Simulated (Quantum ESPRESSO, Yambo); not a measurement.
At a photon energy of 8.50 eV, RPA with local fields on PBEsol bands shifted by a G0W0 scissor of 2.74 eV (Quantum ESPRESSO and Yambo; 6×6×6 mesh, 79 bands, 3 Ry local-field block, 0.2 eV broadening) gives ε = 4.52 + 3.25i for LaOF (space group R-3m, No. 166), field along x. Axes are Cartesian, with cell vectors (Å) (2.02, 1.17, 6.73), (-2.02, 1.17, 6.73), (0.00, -2.33, 6.73).

Q: Work out n, κ, the normal-incidence reflectivity, the absorption coefficient and the penetration depth.

A: 
|ε| = 5.57; n = √((|ε| + ε1)/2) = 2.25, κ = √((|ε| − ε1)/2) = 0.72. R = ((n − 1)² + κ²)/((n + 1)² + κ²) = 0.19. α = 2Eκ/(ħc) with ħc = 197.327 eV nm: 0.0623 per nm = 6.2 × 10⁵ per cm, a 1/e depth of 16 nm. The computed direct gap is 6.94 eV, and the energy scale of the real crystal may differ from it. Excitonic effects are left out, and values at one energy depend on mesh and broadening. The scissor comes from a G0W0 run whose convergence isn't established. Convergence of the RPA response with its 6×6×6 mesh was not tested.

Geometry of the Materials Project entry, not relaxed at this level; primitive cell a = b = c = 7.1193 Å, α = β = γ = 32.99°.
